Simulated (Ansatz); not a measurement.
# Relaxation of Hg₄Pt

These are results of DFT r2SCAN, scalar-relativistic, plane waves, PAW in Ansatz 0.2.0, not measurements. Run with 500 eV cutoff, 8×8×8 k-mesh, Gaussian smearing of 0.10 eV, no spin polarisation.

What was changed: relaxed at 5 GPa.

Spin–orbit coupling is left out, which can shift energies with elements as heavy as these.

Other phases may be more stable at this pressure.

Command:

```bash
ansatz run input.yaml --threads 1 --pin off --max-ram 2560MiB --backend cpu --events-out ev --progress --plain --runs-dir out
```

Input:

```yaml
crystal:
  lattice:
    - [-3.0813194186, 3.0813194186, 3.0813194186]
    - [3.0813194186, -3.0813194186, 3.0813194186]
    - [3.0813194186, 3.0813194186, -3.0813194186]
  atoms:
    - { symbol: Hg, position: [0.5, 0.5, 0.5] }
    - { symbol: Hg, position: [0.5, 0.0, 0.0] }
    - { symbol: Hg, position: [0.0, 0.0, 0.5] }
    - { symbol: Hg, position: [0.0, 0.5, 0.0] }
    - { symbol: Pt, position: [0.0, 0.0, 0.0] }
basis:
  ecutwfc: 500
kpoints:
  mp_grid: { grid: [8, 8, 8] }
hamiltonian:
  xc: r2scan
scf:
  occupations: { method: gaussian, width: 0.1 }
output:
  forces: true
  stress: true
  eigenvalues: true
  write_density: true
  write_potential: true
  elf: true
  volumetric_format: npy
relax:
  adjacent_minimum: "off"
  f_tol: 0.008
  max_steps: 50
  cell: { stress_tol: 0.08, p_target: 5.0 }
```

F is the free energy. Steps run on the plane waves of an earlier cell, but the last one, and at times one on the way, on a freshly chosen basis, so a repeated geometry can differ a little in energy. The relaxation lowers the enthalpy F + PV at the target pressure, so F itself can rise.

Steps:

```tsv
step	F − F(1) (eV)	largest force component (eV/Å)	V (Å³/atom)	P (GPa)
1	0.0000	0.000	23.405	5.30
2	-0.0269	0.000	23.583	4.51
3	-0.0108	0.000	23.473	5.00
4	-0.0109	0.000	23.473	5.00
```

Relaxed structure:

```
CELL_PARAMETERS angstrom
-3.08430 3.08430 3.08430
3.08430 -3.08430 3.08430
3.08430 3.08430 -3.08430
ATOMIC_POSITIONS crystal
Hg 0.50000 0.50000 0.50000
Hg 0.50000 0.00000 0.00000
Hg 0.00000 0.00000 0.50000
Hg 0.00000 0.50000 0.00000
Pt 0.00000 0.00000 0.00000
```

The structure is cubic, space group Im-3m (No. 229). The conventional cell has a = 6.169 Å, b = 6.169 Å, c = 6.169 Å, α = 90.00°, β = 90.00°, γ = 90.00°. Around Hg (site symmetry -3m) lie 2 Pt at 2.67 Å. Pt (site symmetry m-3m) is surrounded by 8 Hg at 2.67 Å.

The run converged. The run took 99 s on 1 thread of Arm Neoverse V1, with other jobs on the host, peak memory 0.76 GiB.